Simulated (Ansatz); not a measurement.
This TiW₂ structure is the end of a relaxation. The cell was found from a structure generator's guess, not taken from experiment.

Computed with DFT PBE, scalar-relativistic, plane waves, PAW in Ansatz 0.2.0. Cutoff 420 eV, Γ-centred mesh, Gaussian smearing, no spin polarisation.

```
Ti W
1.0
    -1.58720    1.58720    4.79939
     1.58720   -1.58720    4.79939
     1.58720    1.58720   -4.79939
Ti W
1 2
Cartesian
  0.0000 0.0000 4.7994
  0.0000 0.0000 7.9437
  0.0000 0.0000 1.6550
```

Energies over the elements count from the elements' standard structures at the same level, with no fitted energy shifts.

(1) Find its symmetry and describe it.

(2) How far does it lie from the elements in energy?

(3) Is it a metal?

## Answers

(1) I4/mmm (No. 139), the MoSi2 (C11b) type. Conventional cell: a = 3.174 Å, c = 9.599 Å. Ti has 8 W at 2.79 Å, 2 W at 3.14 Å and 4 Ti at 3.17 Å; W has 4 W at 2.69 Å, 4 Ti at 2.79 Å, 1 Ti at 3.14 Å and 5 W at 3.17–3.31 Å.

(2) −0.05 eV/atom. Whether it is stable depends on the other phases of the system, which aren't compared here.

(3) Yes, bands cross the Fermi level on the 20×20×20 mesh.

The last run used a 20×20×20 mesh for its 3-atom cell and Gaussian smearing of 0.10 eV. Spin–orbit coupling, which can matter for W, is left out. A later test with randomly moved atoms came back to the same energy, though modes that don't fit the test's cell weren't probed.
